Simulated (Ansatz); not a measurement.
# Data sheet: In$_{2}$SbAs (DFT)

In$_{2}$SbAs:
```
In2SbAs
1.0
    2.20586     1.27355     7.21574
   -2.20586     1.27355     7.21574
    0.00000    -2.54711     7.21574
In Sb As
2 1 1
Direct
  0.00492   0.00492   0.00492
  0.49535   0.49535   0.49535
  0.62430   0.62430   0.62430
  0.12544   0.12544   0.12544
```

Space group R3m (No. 160); conventional cell a = 4.412 Å, b = 4.412 Å, c = 21.647 Å, α = 90.00°, β = 90.00°, γ = 120.00°.

Method: DFT-LDA in the program Ansatz with PAW potentials. The cell and atoms are relaxed at this level. Other levels are named where they apply.

Cell and energy:

| Quantity | Result |
|---|---|
| Volume per atom | 30.41 Å³ |
| Density | 5.82 g/cm³ |
| Formation energy from the elements (no fitted shifts) | -120 meV/atom |

Electronic structure:

| Quantity | Result |
|---|---|
| Electronic character | no gap, with almost no states at the Fermi level (zero-gap or semimetallic) |
| Density of states at the Fermi level | 0.02 states/eV per atom (mean over ±0.08 eV) |

Mechanics:

| Item | Result |
|---|---|
| Bulk modulus (Birch–Murnaghan fit) | 51.8 GPa |
| Pressure derivative B′ | 4.8 |

Phonons:

| Quantity | Value |
|---|---|
| Highest zone-centre frequency | 25.8 meV |
| Zone-centre stability | no imaginary mode at Γ |

The workflow started from a Materials Project entry (that database holds measured and hypothetical structures alike); the Crystallography Open Database copy checked does not list it. Its standing as an ambient phase is unchecked. The LDA relaxation kept the symmetry of its start. A small band overlap can be real or an error of a semilocal functional. As this level gives no gap, phonon frequencies hold no LO–TO term and depend on the k-mesh and smearing (Fermi–Dirac, 0.1 eV here). The references are the lowest solids computed at this level, not always the standard phases. Spin–orbit coupling is left out wherever it is not named.

Potentials: the later of the program's two PAW sets.
